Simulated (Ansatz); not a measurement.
Y2Si in space group P4/nmm (No. 129; Y on 2a, Y on 2c, Si on 2c) at seven volumes, PBE (plane waves, PAW; program Ansatz), shape and atoms relaxed at each. One row is withheld.

```tsv
V (Å³/atom)	P (GPa)
23.001	7.28
23.760	4.50
24.518	2.10
25.276	0.00
26.035	?
26.793	-3.31
27.551	-4.65
```

Problem. Fit the shown pressures and predict the withheld one.

Solution. P = (3/2)B₀(x^(7/2) − x^(5/2))[1 + (3/4)(B′ − 4)(x − 1)] with x = (V₀/V)^(2/3). Least squares on the six rows gives V₀ = 25.283 Å³/atom, B₀ = 64.0 GPa, B′ = 3.91. At V = 26.035, x = 0.9806 and P = -1.77 GPa. The run itself gave -1.78 GPa.

A made-up cell: these elements were put on the sites of a structure type; neither database checked (COD, Materials Project) lists it. Its standing as an ambient phase is unchecked. Symmetry was held in the PBE relaxation; its stability against distortions is not shown here. No spin polarisation was allowed.

Potentials: the later of the program's two PAW sets.
